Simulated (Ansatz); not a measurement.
# What a change of settings does: Au (fcc type)

First run: DFT, r2SCAN, PAW with Ansatz's default frozen-core files, scalar-relativistic (Ansatz 0.2.0).

Command: `ansatz run input.yaml --threads 2 --pin off --max-ram 4096MiB --backend cpu --events-out ev --progress --plain --runs-dir out` It took 4.2 s on 2 threads of Intel(R) Xeon(R) 6975P-C (Granite Rapids), on a shared host, peak memory 0.52 GiB.

```yaml
crystal:
  lattice:
    - [-2.0621502144, 2.0621502144, 0.0]
    - [0.0, 0.0, 4.1243004289]
    - [2.0621502144, 2.0621502144, 0.0]
  atoms:
    - { symbol: Au, position: [0.0, 0.0, 0.0] }
    - { symbol: Au, position: [0.5, 0.5, 0.5] }
kpoints:
  mp_grid: { grid: [12, 9, 12] }
scf:
  occupations: { method: fermi_dirac, width: 0.1 }
hamiltonian:
  xc: r2scan
  pseudopotentials: { kind: paw }
output:
  forces: true
  stress: true
  eigenvalues: true
  write_density: true
  write_potential: true
  elf: true
  volumetric_format: npy
```

The base cell comes from a relaxation on PAW files under the same functional.

This run: bulk in the slab's orientation.

It converges in 7 SCF iterations at a pressure of 0.10 GPa, cutoff 500 eV.

The input is then changed:

```diff
   eigenvalues: true
-  write_density: true
-  write_potential: true
-  elf: true
-  volumetric_format: npy
+basis:
+  ecutrho_ratio: 9
```

Question: Predict the outcome of the changed run.

Answer: It converges in 7 SCF iterations at a pressure of 0.10 GPa, cutoff 500 eV, free energy +0.1 meV/atom against the first run's.
